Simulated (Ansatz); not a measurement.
# Competing spin states in La₃MnBi₅

```yaml
crystal:
  lattice:
    - [9.71390, 0.00000, 0.00000]
    - [-4.85695, 8.41248, 0.00000]
    - [0.00000, 0.00000, 6.48830]
  atoms:
    - { symbol: La, position: [0.61926, 0.00000, 0.25000] }
    - { symbol: La, position: [0.61926, 0.61926, 0.75000] }
    - { symbol: La, position: [0.00000, 0.61926, 0.25000] }
    - { symbol: La, position: [0.38074, 0.00000, 0.75000] }
    - { symbol: La, position: [0.38074, 0.38074, 0.25000] }
    - { symbol: La, position: [0.00000, 0.38074, 0.75000] }
    - { symbol: Mn, position: [0.00000, 0.00000, 0.00000] }
    - { symbol: Mn, position: [0.00000, 0.00000, 0.50000] }
    - { symbol: Bi, position: [0.25769, 0.00000, 0.25000] }
    - { symbol: Bi, position: [0.25769, 0.25769, 0.75000] }
    - { symbol: Bi, position: [0.00000, 0.25769, 0.25000] }
    - { symbol: Bi, position: [0.74231, 0.00000, 0.75000] }
    - { symbol: Bi, position: [0.74231, 0.74231, 0.25000] }
    - { symbol: Bi, position: [0.00000, 0.74231, 0.75000] }
    - { symbol: Bi, position: [0.33333, 0.66667, 0.00000] }
    - { symbol: Bi, position: [0.66667, 0.33333, 0.50000] }
    - { symbol: Bi, position: [0.66667, 0.33333, 0.00000] }
    - { symbol: Bi, position: [0.33333, 0.66667, 0.50000] }
```

Method: r2SCAN in Ansatz 0.2.0, PAW datasets, plane waves to 500 eV, 4×4×5 Γ-centred mesh, fermi-dirac occupations of width 0.050 eV. The atoms are fixed and numbered as listed; spin is collinear, without spin-orbit coupling.

Different starts of the self-consistent cycle ended in different solutions. Their moments in μB:

```json
{"state": "A", "Mn7": "4.23", "Mn8": "-4.23", "other atoms together": "0.00", "size of the net moment a cell": "0.00"}
{"state": "B", "Mn7": "4.22", "Mn8": "4.22", "other atoms together": "-0.43", "size of the net moment a cell": "7.93"}
{"state": "C", "Mn7": "0.00", "Mn8": "0.00", "other atoms together": "0.00", "size of the net moment a cell": "0.00"}
```

Site moments are taken in small spheres that don't touch (radius about 0.4 of the atom's shortest bond), so those of the magnetic atoms read low, and they needn't add up to the net moment. State C was run without spin polarisation.

Q: Rank the states by energy at zero smearing.

A: State B (parallel moments) is lowest; A (antiparallel, compensated) lies 3.9 meV above it, C (without moments) lies 300 meV above it, all counted an atom of the cell.

Q: Which states have a gap on the mesh, and what pressure does each exert on this cell?

A: A: no gap, 1.5 GPa; B: no gap, 1.5 GPa; C: no gap, -1.3 GPa (positive in compression). Moments take up room: without them the pressure is lower, so that state wants a smaller cell.

Q: How much does the cell gain by forming moments?

A: 300 meV an atom of the cell, or 2698 meV for each Mn atom, against state C, which has none. In a metal like this the level decides whether moments form at all, so this is no ordering energy.

The cell is that of a Crystallography Open Database entry, unchanged.

Caveats: only orders that fit this cell and collinear spins were tried, so the true order may need a larger cell or canted moments; atoms and cell are not relaxed, and each state would relax in its own way; r2SCAN overestimates the moments and magnetic energies of itinerant metals, and can make a paramagnetic metal magnetic; the k mesh is coarse, so differences of a few meV are uncertain where a state is a metal; one start a pattern, so a lower state of the same pattern may exist.
